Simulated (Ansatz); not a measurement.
AlCo (CsCl type)

```xyz
2
Lattice="2.8239 0.0000 0.0000 0.0000 2.8239 0.0000 0.0000 0.0000 2.8239" Properties=species:S:1:pos:R:3 pbc="T T T"
Al     0.0000     0.0000     0.0000
Co     1.4119     1.4119     1.4119
```

In each cell atom 1 (Al, nearest neighbour Co at 2.446 Å; its periodic images, 2.8 Å or more away, move with it) moves by s·(0.000, 0.000, 1.000) (along Cartesian z), the rest being held.

Level of theory: r2SCAN (plane waves to 500 eV, PAW, scalar-relativistic; Ansatz, a program for electronic structure). k mesh 13×13×13 (Γ-centred), Fermi-Dirac smearing 0.05 eV. Energies are smeared free energies. With partly filled bands, energies and forces of such displacements shift with the k mesh and the smearing. AlCo was relaxed with its symmetry unable to fall. Relaxed AlCo ends ferromagnetic. The magnetic order is the one the run started from; other orders were not tried. The zero of ΔE is the undisplaced structure. The last digit holds for this mesh only.

```
s (Å)   ΔE (meV/cell)
------  -------------
-0.240          236.1
-0.192          151.3
-0.144           85.2
-0.096           37.9
-0.048            9.5
0.000             0.0
0.048             9.5
0.096            37.9
0.144            85.2
0.192           151.3
0.240           236.1
```

**Question.** What force constant k = d²E/ds² at s = 0 does the table give?

**Answer.** 8.2 eV/Å². It is the second difference of the nearest points, corrected with the next pair.

**Question.** With k = 8.23 eV/Å² from the forces, is the well harmonic out to s = 0.240 Å?

**Answer.** ½ks² = 237 meV/cell against the computed 236 meV/cell, so the well is close to harmonic there.

(For displaced atoms, the force is minus the slope of the energy, and its curvature is a force constant, which sets phonon frequencies.)
